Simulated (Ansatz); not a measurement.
## Rh: from a starting cell to a relaxed one

The start is a relaxed Rh cell, doubled along one cell vector, shaken by Gaussian noise of σ = 0.08 Å a coordinate. The structure is fully relaxed (lattice and positions, P = 0) with r2SCAN (plane waves to 500 eV, PAW, scalar-relativistic; Ansatz, an electronic-structure program). The first steps use a coarse 15×15×8 k-mesh.

Input geometry:
```yaml
crystal:
  lattice:
    - [0.00000, 1.90006, 1.90006]
    - [1.90006, 0.00000, 1.90006]
    - [3.80012, 3.80012, 0.00000]
  atoms:
    - { symbol: Rh, position: [0.98611, 0.03998, 0.99092] }
    - { symbol: Rh, position: [0.97285, 0.01449, 0.48101] }
```

Task: What is the largest force in the starting geometry, and on which atom (counted from 1)?

Result: 0.68 eV/Å, on Rh1, Rh2 (atoms numbered as listed).

Task: How much energy is released per atom?

Result: 0.02 eV/atom.

Task: Is the parent structure recovered?

Result: It returns to the parent structure, Fm-3m (No. 225).

Task: How do the shortest distances between atoms change?

Result: The closest pairs of elements (up to four, under 3.6 Å), start → end: Rh–Rh 2.58 → 2.69 Å.

It ends as:

```cif
data_Rh4
_chemical_formula_sum 'Rh4'
_space_group_name_H-M_alt 'Fm-3m'
_space_group_IT_number 225
_space_group_name_Hall '-F 4 2 3'
_cell_length_a 3.80020
_cell_length_b 3.80020
_cell_length_c 3.80020
_cell_angle_alpha 90.000
_cell_angle_beta 90.000
_cell_angle_gamma 90.000
loop_
_atom_site_label
_atom_site_type_symbol
_atom_site_symmetry_multiplicity
_atom_site_Wyckoff_symbol
_atom_site_fract_x
_atom_site_fract_y
_atom_site_fract_z
_atom_site_occupancy
Rh1 Rh 4 a 0.00000 0.00000 0.00000 1
```
(The calculation used a cell of 1 atom; values per cell refer to that cell.)

Final values are on a 21×21×21 k-mesh of the relaxed cell. No spin polarisation in the result.

The run could not lose the symmetry of its start.
